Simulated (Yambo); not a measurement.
A BSE run in Yambo for Na$_{2}$CO$_{3}$ (space group C2/m, No. 12) (LDA bands; 4×4×4 mesh, 15 valence and 9 conduction bands, static screening with 89 bands and a 3 Ry block, scissor 3.28 eV, Tamm-Dancoff; field along x) gives:

```json
[
 {"state": "1", "energy (eV)": "4.62", "states within 2 meV": "1", "relative strength": "< 0.01", "class": "dark"},
 {"state": "2", "energy (eV)": "4.63", "states within 2 meV": "1", "relative strength": "< 0.01", "class": "dark"},
 {"state": "3", "energy (eV)": "6.04", "states within 2 meV": "1", "relative strength": "< 0.01", "class": "dark"},
 {"state": "4", "energy (eV)": "6.06", "states within 2 meV": "1", "relative strength": "< 0.01", "class": "dark"},
 {"state": "5", "energy (eV)": "6.25", "states within 2 meV": "1", "relative strength": "< 0.01", "class": "dark"}
]
```

Axes are Cartesian, with cell vectors (Å) (4.39, -2.63, 0.00), (4.39, 2.63, 0.00), (-1.35, 0.00, 5.77).

Problem. What changes when the window shrinks to 10 valence and 4 conduction bands?

Solution. The lowest state goes from 4.623 eV to 4.639 eV, and its distance below the direct gap from 2.669 eV to 2.653 eV. These are vertical excitations (zero momentum). The scissor comes from a G0W0 run whose convergence isn't established.

Geometry of the Materials Project entry, not relaxed at this level; primitive cell a = 5.121 Å, b = 5.121 Å, c = 5.922 Å, α = 101.29°, β = 101.29°, γ = 61.87°.
